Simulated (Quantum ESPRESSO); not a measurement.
# Where does C sit best among Si sites?

The results below are calculated, not measured. They come from pw.x of Quantum ESPRESSO 7.5, a plane-wave density functional program, with PseudoDojo standard norm-conserving files (v0.5 for PBE, v0.4.1 for LDA and PBEsol). The cells are made up: elements, strain and atom displacements were drawn at random, and nothing was relaxed. There is no spin polarisation, spin-orbit coupling or dispersion term.

The cell has 8 sites of a zincblende or diamond lattice. Sites 1 to 4 hold X X X X; sites 5 to 8 hold Si Ge Si Si. Cell vectors in Å: (5.625, 0.023, -0.064); (0.023, 5.457, -0.013); (-0.064, -0.013, 5.543). Settings: PBE, cutoff 1116 eV, 6 x 6 x 6 k mesh shifted by half a step, Fermi-Dirac smearing of 0.1 eV.

In each run one of the sites marked X holds C and the others hold Si; cell and positions stay the same. E is the free energy of the cell.

| site of the guest | first shell | mean distance (Å) | E above the lowest (eV) | P (GPa) | force on the guest (eV/Å) |
| --- | --- | --- | --- | --- | --- |
| 1 | GeSi3 | 2.420 | 0.619 | -7.50 | 0.701 |
| 2 | GeSi3 | 2.345 | 0.000 | -8.96 | 0.299 |
| 3 | GeSi3 | 2.406 | 0.792 | -7.34 | 0.571 |
| 4 | GeSi3 | 2.447 | 1.024 | -6.77 | 0.471 |

A rerun of one of these cells at 1347 eV and k mesh 8 x 8 x 8 moved values by no more than 0.003 eV in the cell's energy, 0.03 GPa in stress and 0.006 eV/Å in force.

## Reading the table

Site 2 is lowest, by 0.619 eV, over three times the rerun's bound. A straight line of energy against the mean distance has a slope of 9.7 ± 2.1 eV/Å, so the guest costs less on the tighter sites. The positions are random and not relaxed, so the differences hold for this frozen cell and are not site preferences of a real crystal.